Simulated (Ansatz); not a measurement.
Consider the following.

LiGeN:
```yaml
crystal:
  lattice:
    - [2.97683, 0.00000, 0.00000]
    - [-1.48842, 2.57801, 0.00000]
    - [0.00000, 0.00000, 9.36032]
  atoms:
    - { symbol: Li, position: [0.66667, 0.33333, 0.74338] }
    - { symbol: Li, position: [0.33333, 0.66667, 0.24338] }
    - { symbol: Ge, position: [0.00000, 0.00000, 0.49927] }
    - { symbol: Ge, position: [0.00000, 0.00000, 0.99927] }
    - { symbol: N, position: [0.33333, 0.66667, 0.60198] }
    - { symbol: N, position: [0.66667, 0.33333, 0.10198] }
```

This is the HSE06-relaxed structure.

All from DFT-HSE06 in the program Ansatz with PAW potentials, unless another level is named. Predict the band gap.

2.23 eV (indirect).

What about the smallest direct gap on the standard path?

3.19 eV.

Next, the valence-band maximum?

at K.

Space group P6_3mc. The first step of the workflow began from a Materials Project structure, measured or hypothetical; the Crystallography Open Database copy checked does not list it. Its standing as an ambient phase is unchecked. The HSE06 relaxation kept the symmetry of its start; whether a distortion lowers the energy is not shown. The hybrid was solved on a coarse mesh, the path and, where they were found, the r²SCAN edge points; its band edges are the extreme levels among these. Scalar-relativistic: spin–orbit coupling is off unless named, which matters more the heavier the elements.

Potentials: the later of the program's two PAW sets.
